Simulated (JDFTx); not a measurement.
Mg(0001) slab cut from bulk Mg (space group P6_3/mmc, indices of the conventional cell, lattice of the Materials Project entry mp-153, not re-optimised): 4 atoms in 4 planes, a 1x1 cell of 8.71 Å² (|a| = 3.172, |b| = 3.172 Å), 7.8 Å between the outermost planes, cell height 23.7 Å, 8×8×1 k mesh, Fermi smearing 0.01 Ha, no spin polarisation.

Computed with a modified build of JDFTx: PBE, GBRV ultrasoft potentials, plane waves to 20/100 Ha. Liquid: CANDLE, water, 1 M NaF. Between zero charge and 0.17 V from it the run gives σ = 3.6 μC/cm², a mean capacitance of 21.7 μF/cm². The liquid has ε = 78.4, a 1:1 salt at 1 M with linear (Debye) response, and T = 298 K.

A calculation by hand: the Debye length, the diffuse-layer capacitance, and the inner capacitance that is left when the two stand in series.

Each ion has density c = 1 × 6.022×10⁻⁴ = 6.022e-04 Å⁻³. λ² = ε kT / (8π (e²/4πε₀) c) with kT = 0.02568 eV and e²/4πε₀ = 14.40 eV Å gives λ = 3.04 Å; the log prints 3.04 Å. C_diffuse = ε₀ε/λ = 228 μF/cm². Then 1/C_inner = 1/21.7 − 1/228, so C_inner = 24.0 μF/cm², which equals a vacuum gap of ε₀/C_inner = 0.37 Å. The diffuse layer takes 9 % of the potential drop; the rest lies between the electrode's charge and the onset of the dielectric, with the electrode's own (quantum) capacitance in it. The split is a model: in the calculation solvent and ions share one smooth cavity.
